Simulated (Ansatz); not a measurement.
A geometry of Bi2Te3 away from equilibrium: step 2 of the relaxation of a generated trial cell of Bi2Te3 in the AFLOW prototype A3B2_hP5_164_ad_d (D5_13, as in Al3Ni2). Computed with PBE (plane waves to 420 eV, PAW, scalar-relativistic; Ansatz, an electronic-structure program). Γ-centred k-mesh 5×5×4 on the run's cell (coarser than for final values), Fermi–Dirac smearing 0.05 eV. The plane waves were selected for a different cell earlier on the path.

```xyz
5
Lattice="5.4458 0.0000 0.0000 -2.7229 4.7162 0.0000 0.0000 0.0000 6.5968" Properties=species:S:1:pos:R:3 pbc="T T T"
Te     0.0000     0.0000     0.0000
Te     0.0000     3.1442     4.4342
Te     2.7229     1.5721     2.1626
Bi     0.0000     3.1442     1.1787
Bi     2.7229     1.5721     5.4181
```

**Question.** Give the Cartesian forces on all atoms (eV/Å).

**Answer.** 
```
atom    Fx    Fy     Fz
----  ----  ----  -----
Te1   0.00  0.00   0.00
Te2   0.00  0.00   0.11
Te3   0.00  0.00  -0.11
Bi4   0.00  0.00   0.58
Bi5   0.00  0.00  -0.58
```

The path ends in P-3m1 (No. 164). No spin polarisation in the result.

The run could not lose the symmetry of its start, so the end can be a saddle point.

The end of the path is a generated cell of Bi2Te3: the first start was made by placing the elements on the sites of a structure type, and the end was not matched to a known phase here, so it may be hypothetical. Known forms of Bi2Te3 include space group No. 166.
